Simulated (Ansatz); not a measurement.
An Ansatz run on CaCdF4 on the sites of the fluorite structure (relaxed group P4/mmm) left the output below. The cell was relaxed beforehand with r2SCAN.

The cell given to it:
```
CELL_PARAMETERS angstrom
3.82867 0.00000 0.00000
0.00000 3.82867 0.00000
0.00000 0.00000 5.41486
ATOMIC_POSITIONS crystal
Cd 0.00000 0.00000 0.00000
F 0.00000 0.50000 0.75077
F 0.00000 0.50000 0.24923
Ca 0.50000 0.50000 0.50000
F 0.50000 0.00000 0.24923
F 0.50000 0.00000 0.75077
```

Output, abridged:
```
Functional definition: r2SCAN
Crystal: 6 atoms, lattice volume = 79.375 Å³
Basis set: ecut = 500 eV, 1963 PW (Γ)
Bands: 35, of which v1, the nominal top of the filled ones, is band 29 counted from 1 (28 counted from 0)
Symmetry: 16 space group operations
k-points: 56 of 144 (irreducible under 2 space group operations, time reversal used)
preconditioner: auto → Resta (q_TF=auto, 2.589 Å⁻¹)  ε∞=3.7  [insulator: Δε(μ)=5.139 eV  ℏωp=28.9 eV]
SCF 1 converged in 9 iterations: F = -13337.483326 eV  dr2 = 3.25e-11
Free energy (F): -13337.483326 eV
Fermi energy:    4.567636 eV
--- Band table (eV; the first three rows and the last of 56) ---
  k-point 0: bands = […, 3.7261, 3.7555, 3.7555, 4.0869, 4.3720, 4.3720, 9.5472, 13.4406, 14.6794, 15.5521, …]
  k-point 1: bands = […, 3.2402, 3.7337, 3.7337, 4.0680, 4.3158, 4.3158, 10.0633, 13.3927, 14.5104, 14.6766, …]
  k-point 2: bands = […, 3.2098, 3.6763, 3.6763, 4.0527, 4.2594, 4.2594, 10.7563, 12.7572, 14.2533, 14.6739, …]
  k-point 55: bands = […, 3.4614, 3.4614, 3.8372, 3.9742, 4.0123, 4.5676, 13.2716, 13.4192, 14.8048, 14.8048, …]
--- Dielectric response (ions clamped): 2 representative field directions + reference, on 56 of 144 k-points ---
  ε∞ (high-frequency dielectric tensor):
        2.404826     0.000000     0.000000
        0.000000     2.404826     0.000000
        0.000000     0.000000     2.393670
  Born effective charges Z* (e; rows j = field, columns β = displacement):
    site 0:
         2.45940    0.00000    0.00000
         0.00000    2.45940    0.00000
         0.00000    0.00000    2.27872
    site 1:
        -1.14975    0.00000    0.00000
         0.00000   -1.25140    0.00000
         0.00000    0.00000   -1.19713
    site 2:
        -1.14975    0.00000    0.00000
         0.00000   -1.25140    0.00000
         0.00000    0.00000   -1.19713
    site 3:
         2.34291    0.00000    0.00000
         0.00000    2.34291    0.00000
         0.00000    0.00000    2.50981
    site 4:
        -1.25140    0.00000    0.00000
         0.00000   -1.14975    0.00000
         0.00000    0.00000   -1.19713
    site 5:
        -1.25140    0.00000    0.00000
         0.00000   -1.14975    0.00000
         0.00000    0.00000   -1.19713
```

Q: Write the input file that gave this output.

A:
```yaml
crystal:
  # lattice and atoms as above
kpoints:
  mp_grid: { grid: [6, 6, 4] }
hamiltonian:
  xc: r2scan
scf:
  occupations: { method: fixed }
dielectric: {}
```
A response with clamped ions alone is the dielectric block. Not every key shows in the log; this is the file that was used.

Wall time 19 s on 1 × NVIDIA H100 80GB HBM3 with 2 threads of AMD EPYC 7R13 Processor (Zen 3), with other jobs on the host, load about 0.7 per core; peak host memory 1.9 GiB.

Values at 0 K without nuclear motion; spin polarisation is off, and the phase may be a hypothetical one.

Spin-orbit coupling is left out.

For a response run the program warns that the ground state's bands aren't all converged, so ε∞ carries an extra error.
